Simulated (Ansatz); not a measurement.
A relaxation computed with Ansatz, from input to last step.

```yaml
crystal:
  lattice:
    - [8.3733649362, 0.0, 0.0]
    - [0.0, 8.3733649362, 0.0]
    - [0.0, 0.0, 4.2066217641]
  atoms:
    - { symbol: K, position: [0.0, 0.0, 0.0] }
    - { symbol: K, position: [0.5, 0.5, 0.0] }
    - { symbol: K, position: [0.18, 0.68, 0.5] }
    - { symbol: K, position: [0.32, 0.18, 0.5] }
    - { symbol: K, position: [0.82, 0.32, 0.5] }
    - { symbol: K, position: [0.68, 0.82, 0.5] }
    - { symbol: C, position: [0.38, 0.88, 0.0], spin: 1.3 }
    - { symbol: C, position: [0.12, 0.38, 0.0], spin: 1.3 }
    - { symbol: C, position: [0.62, 0.12, 0.0], spin: 1.3 }
    - { symbol: C, position: [0.88, 0.62, 0.0], spin: 1.3 }
basis:
  ecutwfc: 420
kpoints:
  mp_grid: { grid: [2, 2, 4] }
hamiltonian:
  xc: pbe
scf:
  occupations: { method: gaussian, width: 0.1 }
  lower_state_search: "off"
output:
  forces: true
  stress: true
  eigenvalues: true
  populations: true
magnetization:
  spin_polarized: true
relax:
  adjacent_minimum: "off"
  f_tol: 0.04
  max_steps: 70
  cell: { stress_tol: 0.4 }
```

```bash
ansatz run input.yaml --threads 1 --pin off --max-ram 2560MiB --backend cpu --events-out ev --progress --plain --runs-dir out
```

Level of theory: Ansatz 0.2.0, DFT PBE, scalar-relativistic, plane waves, PAW.

Of 12 frames 10 are shown, positions in Å and forces in eV/Å; the SCF threshold varies from step to step. Steps run on the plane waves of an earlier cell, with a Pulay correction in the pressure. The basis is chosen afresh for the last frame, the zero of the energies, and at times for earlier ones too; energy and pressure step there, also at an unchanged geometry. Here that happened at step 10 (-5 meV/atom, 0.1 GPa); the frames before carry an error of that size.

```xyz
10
Lattice="8.3734 0.0000 0.0000 0.0000 8.3734 0.0000 0.0000 0.0000 4.2066" Properties=species:S:1:pos:R:3:forces:R:3 pbc="T T T" step=1 free_energy_over_end_meV_per_atom=1462.64 pressure_GPa=-2.06
K     0.0000    0.0000    0.0000    0.0000    0.0000    0.0000
K     4.1867    4.1867    0.0000    0.0000    0.0000    0.0000
K     1.5072    5.6939    2.1033   -0.3813   -0.3813    0.0000
K     2.6795    1.5072    2.1033    0.3813   -0.3813    0.0000
K     6.8662    2.6795    2.1033    0.3813    0.3813    0.0000
K     5.6939    6.8662    2.1033   -0.3813    0.3813    0.0000
C     3.1819    7.3686    0.0000    0.5042    0.5042    0.0000
C     1.0048    3.1819    0.0000   -0.5042    0.5042    0.0000
C     5.1915    1.0048    0.0000   -0.5042   -0.5042    0.0000
C     7.3686    5.1915    0.0000    0.5042   -0.5042    0.0000
10
Lattice="7.9604 0.0000 0.0000 0.0000 7.9604 0.0000 0.0000 0.0000 4.3174" Properties=species:S:1:pos:R:3:forces:R:3 pbc="T T T" step=2 free_energy_over_end_meV_per_atom=1301.41 pressure_GPa=-2.04
K     0.0000    0.0000    0.0000    0.0000    0.0000    0.0000
K     3.9802    3.9802    0.0000    0.0000    0.0000    0.0000
K     1.3004    5.2806    2.1587   -0.1842   -0.1842    0.0000
K     2.6798    1.3004    2.1587    0.1842   -0.1842    0.0000
K     6.6600    2.6798    2.1587    0.1842    0.1842    0.0000
K     5.2806    6.6600    2.1587   -0.1842    0.1842    0.0000
C     3.1418    7.1220    0.0000    0.9504    0.9504    0.0000
C     0.8384    3.1418    0.0000   -0.9504    0.9504    0.0000
C     4.8186    0.8384    0.0000   -0.9504   -0.9504    0.0000
C     7.1220    4.8186    0.0000    0.9504   -0.9504    0.0000
10
Lattice="7.7617 0.0000 0.0000 0.0000 7.7617 0.0000 0.0000 0.0000 4.3655" Properties=species:S:1:pos:R:3:forces:R:3 pbc="T T T" step=3 free_energy_over_end_meV_per_atom=950.81 pressure_GPa=-3.49
K     0.0000    0.0000    0.0000    0.0000    0.0000    0.0000
K     3.8808    3.8808    0.0000    0.0000    0.0000    0.0000
K     1.2406    5.1214    2.1827    0.1052    0.1052    0.0000
K     2.6403    1.2406    2.1827   -0.1052    0.1052    0.0000
K     6.5211    2.6403    2.1827   -0.1052   -0.1052    0.0000
K     5.1214    6.5211    2.1827    0.1052   -0.1052    0.0000
C     3.1903    7.0712    0.0000    3.9701    3.9701    0.0000
C     0.6905    3.1903    0.0000   -3.9701    3.9701    0.0000
C     4.5714    0.6905    0.0000   -3.9701   -3.9701    0.0000
C     7.0712    4.5714    0.0000    3.9701   -3.9701    0.0000
10
Lattice="7.6703 0.0000 0.0000 0.0000 7.6703 0.0000 0.0000 0.0000 4.3873" Properties=species:S:1:pos:R:3:forces:R:3 pbc="T T T" step=5 free_energy_over_end_meV_per_atom=79.74 pressure_GPa=5.33
K     0.0000    0.0000    0.0000    0.0000    0.0000    0.0000
K     3.8352    3.8352    0.0000    0.0000    0.0000    0.0000
K     1.2459    5.0810    2.1937    0.2407    0.2407    0.0000
K     2.5893    1.2459    2.1937   -0.2407    0.2407    0.0000
K     6.4244    2.5893    2.1937   -0.2407   -0.2407    0.0000
K     5.0810    6.4244    2.1937    0.2407   -0.2407    0.0000
C     3.4052    7.2404    0.0000   -3.1299   -3.1299    0.0000
C     0.4299    3.4052    0.0000    3.1299   -3.1299    0.0000
C     4.2651    0.4299    0.0000    3.1299    3.1299    0.0000
C     7.2404    4.2651    0.0000   -3.1299    3.1299    0.0000
10
Lattice="7.7257 0.0000 0.0000 0.0000 7.7257 0.0000 0.0000 0.0000 4.5954" Properties=species:S:1:pos:R:3:forces:R:3 pbc="T T T" step=6 free_energy_over_end_meV_per_atom=45.82 pressure_GPa=-0.66
K     0.0000    0.0000    0.0000    0.0000    0.0000    0.0000
K     3.8628    3.8628    0.0000    0.0000    0.0000    0.0000
K     1.3060    5.1688    2.2977    0.0497    0.0497    0.0000
K     2.5569    1.3060    2.2977   -0.0497    0.0497    0.0000
K     6.4197    2.5569    2.2977   -0.0497   -0.0497    0.0000
K     5.1688    6.4197    2.2977    0.0497   -0.0497    0.0000
C     3.3897    7.2526    0.0000    2.7118    2.7118    0.0000
C     0.4731    3.3897    0.0000   -2.7118    2.7118    0.0000
C     4.3360    0.4731    0.0000   -2.7118   -2.7118    0.0000
C     7.2526    4.3360    0.0000    2.7118   -2.7118    0.0000
10
Lattice="7.7708 0.0000 0.0000 0.0000 7.7708 0.0000 0.0000 0.0000 4.7990" Properties=species:S:1:pos:R:3:forces:R:3 pbc="T T T" step=7 free_energy_over_end_meV_per_atom=7.09 pressure_GPa=0.00
K     0.0000    0.0000    0.0000    0.0000    0.0000    0.0000
K     3.8854    3.8854    0.0000    0.0000    0.0000    0.0000
K     1.3366    5.2220    2.3995   -0.0507   -0.0507    0.0000
K     2.5488    1.3366    2.3995    0.0507   -0.0507    0.0000
K     6.4342    2.5488    2.3995    0.0507    0.0507    0.0000
K     5.2220    6.4342    2.3995   -0.0507    0.0507    0.0000
C     3.4345    7.3199    0.0000    0.1599    0.1599    0.0000
C     0.4509    3.4345    0.0000   -0.1599    0.1599    0.0000
C     4.3363    0.4509    0.0000   -0.1599   -0.1599    0.0000
C     7.3199    4.3363    0.0000    0.1599   -0.1599    0.0000
10
Lattice="7.7450 0.0000 0.0000 0.0000 7.7450 0.0000 0.0000 0.0000 4.8668" Properties=species:S:1:pos:R:3:forces:R:3 pbc="T T T" step=8 free_energy_over_end_meV_per_atom=5.26 pressure_GPa=0.09
K     0.0000    0.0000    0.0000    0.0000    0.0000    0.0000
K     3.8725    3.8725    0.0000    0.0000    0.0000    0.0000
K     1.2986    5.1711    2.4334   -0.0224   -0.0224    0.0000
K     2.5739    1.2986    2.4334    0.0224   -0.0224    0.0000
K     6.4464    2.5739    2.4334    0.0224    0.0224    0.0000
K     5.1711    6.4464    2.4334   -0.0224    0.0224    0.0000
C     3.4233    7.2958    0.0000   -0.0753   -0.0753    0.0000
C     0.4492    3.4233    0.0000    0.0753   -0.0753    0.0000
C     4.3217    0.4492    0.0000    0.0753    0.0753    0.0000
C     7.2958    4.3217    0.0000   -0.0753    0.0753    0.0000
10
Lattice="7.7432 0.0000 0.0000 0.0000 7.7432 0.0000 0.0000 0.0000 4.8981" Properties=species:S:1:pos:R:3:forces:R:3 pbc="T T T" step=10 free_energy_over_end_meV_per_atom=0.53 pressure_GPa=0.15
K     0.0000    0.0000    0.0000    0.0000    0.0000    0.0000
K     3.8716    3.8716    0.0000    0.0000    0.0000    0.0000
K     1.2747    5.1463    2.4491    0.0007    0.0007    0.0000
K     2.5969    1.2747    2.4491   -0.0007    0.0007    0.0000
K     6.4685    2.5969    2.4491   -0.0007   -0.0007    0.0000
K     5.1463    6.4685    2.4491    0.0007   -0.0007    0.0000
C     3.4217    7.2933    0.0000    0.0336    0.0336    0.0000
C     0.4499    3.4217    0.0000   -0.0336    0.0336    0.0000
C     4.3215    0.4499    0.0000   -0.0336   -0.0336    0.0000
C     7.2933    4.3215    0.0000    0.0336   -0.0336    0.0000
10
Lattice="7.7448 0.0000 0.0000 0.0000 7.7448 0.0000 0.0000 0.0000 4.9498" Properties=species:S:1:pos:R:3:forces:R:3 pbc="T T T" step=11 free_energy_over_end_meV_per_atom=0.17 pressure_GPa=0.05
K     0.0000    0.0000    0.0000    0.0000    0.0000    0.0000
K     3.8724    3.8724    0.0000    0.0000    0.0000    0.0000
K     1.2633    5.1357    2.4749    0.0048    0.0048    0.0000
K     2.6091    1.2633    2.4749   -0.0048    0.0048    0.0000
K     6.4815    2.6091    2.4749   -0.0048   -0.0048    0.0000
K     5.1357    6.4815    2.4749    0.0048   -0.0048    0.0000
C     3.4229    7.2953    0.0000   -0.0248   -0.0248    0.0000
C     0.4495    3.4229    0.0000    0.0248   -0.0248    0.0000
C     4.3219    0.4495    0.0000    0.0248    0.0248    0.0000
C     7.2953    4.3219    0.0000   -0.0248    0.0248    0.0000
10
Lattice="7.7448 0.0000 0.0000 0.0000 7.7448 0.0000 0.0000 0.0000 4.9498" Properties=species:S:1:pos:R:3:forces:R:3 pbc="T T T" step=12 free_energy_over_end_meV_per_atom=0.00 pressure_GPa=0.06
K     0.0000    0.0000    0.0000    0.0000    0.0000    0.0000
K     3.8724    3.8724    0.0000    0.0000    0.0000    0.0000
K     1.2633    5.1357    2.4749    0.0048    0.0048    0.0000
K     2.6091    1.2633    2.4749   -0.0048    0.0048    0.0000
K     6.4815    2.6091    2.4749   -0.0048   -0.0048    0.0000
K     5.1357    6.4815    2.4749    0.0048   -0.0048    0.0000
C     3.4229    7.2953    0.0000   -0.0244   -0.0244    0.0000
C     0.4495    3.4229    0.0000    0.0244   -0.0244    0.0000
C     4.3219    0.4495    0.0000    0.0244    0.0244    0.0000
C     7.2953    4.3219    0.0000   -0.0244    0.0244    0.0000
```

The start puts this composition into another compound's structure type, which needn't suit it. At the end the space group is P4/mbm (tolerance 0.05 Å).

It took 2.1 min on 1 thread of Intel(R) Xeon(R) 6975P-C (Granite Rapids) (shared host), peak memory 0.66 GiB.

The k mesh is coarse.